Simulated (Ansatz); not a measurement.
**Structures of BeSn: which is lowest?**

Plane-wave DFT in Ansatz with scalar-relativistic PAW potentials, cutoff 420 eV, Γ-centred meshes chosen by cell and gap, Gaussian smearing with energies taken to zero width. Every cell was relaxed (cell and atoms) in a run of its own, within the symmetry of its start. Functional: PBE.

Relaxed structures (starts from databases or built by putting these elements on another compound's sites):
A. Fm-3m, 2 atoms in the computed cell, a = 5.267 Å; sites (symmetry × multiplicity) Be m-3m × 4, Sn m-3m × 4; start: built
B. Pm-3m, 2 atoms in the computed cell, a = 3.317 Å; sites (symmetry × multiplicity) Be m-3m × 1, Sn m-3m × 1; start: built
C. Fd-3m, 4 atoms in the computed cell, a = 6.788 Å; sites (symmetry × multiplicity) Be -43m × 8, Sn -43m × 8; start: built

Problem. Rank them by energy. Could pressure change the order?

Solution.
```tsv
structure	group	E − E(lowest) (meV/atom)	V (Å³/atom)	gap on mesh (eV)
A	Fm-3m	0.0	18.26	0.00
B	Pm-3m	153	18.25	0.00
C	Fd-3m	342	19.54	0.00
```

A is lowest, 153 meV/atom under B. The two lowest differ in volume by under 3 %, too little for a first-order estimate of what pressure does to that pair (other pairs aren't weighed here); with rigid cells even 3 % in favour of the higher one would need about 45 GPa. Other structures may lie lower than all of these, and vibrations aren't counted.